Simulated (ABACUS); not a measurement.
A self-consistent single point of La5NiPb3 (P6_3/mcm, 18 atoms in the cell; from Materials Project mp-542804, lattice scaled a little).

```yaml
crystal:
  lattice:
    - [9.56007, 0.00000, 0.00000]
    - [-4.78003, 8.27927, 0.00000]
    - [0.00000, 0.00000, 7.12896]
  atoms:
    - { symbol: La, position: [0.00000, 0.76182, 0.75000] }
    - { symbol: La, position: [0.00000, 0.23818, 0.25000] }
    - { symbol: La, position: [0.23818, 0.00000, 0.25000] }
    - { symbol: La, position: [0.76182, 0.00000, 0.75000] }
    - { symbol: La, position: [0.23818, 0.23818, 0.75000] }
    - { symbol: La, position: [0.76182, 0.76182, 0.25000] }
    - { symbol: La, position: [0.66667, 0.33333, 0.50000] }
    - { symbol: La, position: [0.33333, 0.66667, 0.50000] }
    - { symbol: La, position: [0.33333, 0.66667, 0.00000] }
    - { symbol: La, position: [0.66667, 0.33333, 0.00000] }
    - { symbol: Ni, position: [0.00000, 0.00000, 0.50000] }
    - { symbol: Ni, position: [0.00000, 0.00000, 0.00000] }
    - { symbol: Pb, position: [0.00000, 0.40203, 0.75000] }
    - { symbol: Pb, position: [0.00000, 0.59797, 0.25000] }
    - { symbol: Pb, position: [0.59797, 0.00000, 0.25000] }
    - { symbol: Pb, position: [0.40203, 0.00000, 0.75000] }
    - { symbol: Pb, position: [0.59797, 0.59797, 0.75000] }
    - { symbol: Pb, position: [0.40203, 0.40203, 0.25000] }
```

Level of theory: PBEsol, numerical atomic orbitals TZP (confined pseudo-atomic orbitals; energy shift 0.01 Ry), PseudoDojo 0.4 standard norm-conserving PBEsol (tails mended) pseudopotentials run with ABACUS 3.10.1.

ABACUS settings:

| key | value |
|---|---|
| basis | TZP numerical atomic orbitals, energy shift 0.01 Ry |
| KPT | Gamma 3 3 4 0.5 0.5 0.5 |
| basis_type | lcao |
| ecutwfc | 100 Ry |
| smearing_method | fd |
| smearing_sigma | 0.00734986 Ry |
| potentials | PseudoDojo 0.4 standard norm-conserving PBEsol (tails mended) |
| symmetry | 1 |
| symmetry_prec | 1e-05 |
| ks_solver | scalapack_gvx |
| scf_nmax | 100 |
| scf_thr | 1.0e-06 |
| mixing_type | broyden |

Results:

- Number of valence electrons = 230
- Number of bands = 139
- Number of k-points after the program's reduction = 8
- Size of the basis = 432
- Number of SCF iterations = 14
- Free energy E − TS = -30064.1131 eV
- Fermi level (on the code's own zero) = 11.58 eV

The atom-centred basis is finite, which shifts total energies against plane waves. The run has no spin polarisation, so moments on Ni cannot form. Forces and stress are left out: the polarisation orbitals used for some of these elements are too diffuse to give them reliably, and gaps can carry the same lack. The structure comes from a collection of computed structures, made at another level of theory; the collection holds predicted forms beside known ones. Its lattice was then scaled. No clean gap shows at this smearing width and mesh (spacing up to 0.25 Å⁻¹); the mesh is coarse for partly filled bands, so the values carry mesh errors.

Cost on one core: roughly 5 core-minutes.

The atomic orbitals were generated for these runs; they are not ABACUS's published sets and were checked against plane waves on a few crystals only.

“Tails mended”: in these copies of the files the far tail of each local potential was reset to the Coulomb form.
